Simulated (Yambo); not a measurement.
Yambo run on Rb2PtH6 (space group Fm-3m, No. 225). The wavefunctions are norm-conserving LDA (Quantum ESPRESSO, 84 Ry, without SOC) ones on a 2×2×2 mesh (21 occupied bands); a = b = c = 6.026 Å, α = β = γ = 60.00°.

Yambo input:

```
rim_cut
gw0
dyson
el_el_corr
HF_and_locXC
ppa
em1d
RandQpts= 1000000
RandGvec= 1 Ry
EXXRLvcs= 84 Ry
VXCRLvcs= 336 Ry
Chimod= "HARTREE"
% BndsRnXp
 5 | 175 |
%
NGsBlkXp= 8 Ry
% LongDrXp
 1.0 | 1.0 | 1.0 |
%
PPAPntXp= 27.2114 eV
% GbndRnge
 1 | 175 |
%
GTermKind= "BG"
DysSolver= "n"
ExtendOut
% QPkrange
 3 | 3 | 21 | 22 |
%
```

k points by index: 3 = X.

Resulting energies as the program prints them:

```
#    K-point    Band    Eo [eV]    E [eV]    E-Eo [eV]    Vxc [eV]    Vnlxc [eV]    Sc|Eo [eV]    Sc|E [eV]    dSc/dw|Eo [eV]    Re(Z)    Im(Z)
#
    3    21    0.000000    -1.490477    -1.490477    -11.61179    -14.96991    1.548890    1.867638    -5.818907    0.823829    -0.001309
    3    22    3.783721    4.753295    0.969573    -9.493099    -5.856908    -2.505894    -2.666617    -4.510313    0.857815    -0.001070
```
(The two width columns are left out.) Convergence of these settings isn't established.

Geometry of the Materials Project entry, not relaxed at this level.

The structure is a Materials Project entry; no match was found in the copy of COD used, and its stability was not checked.
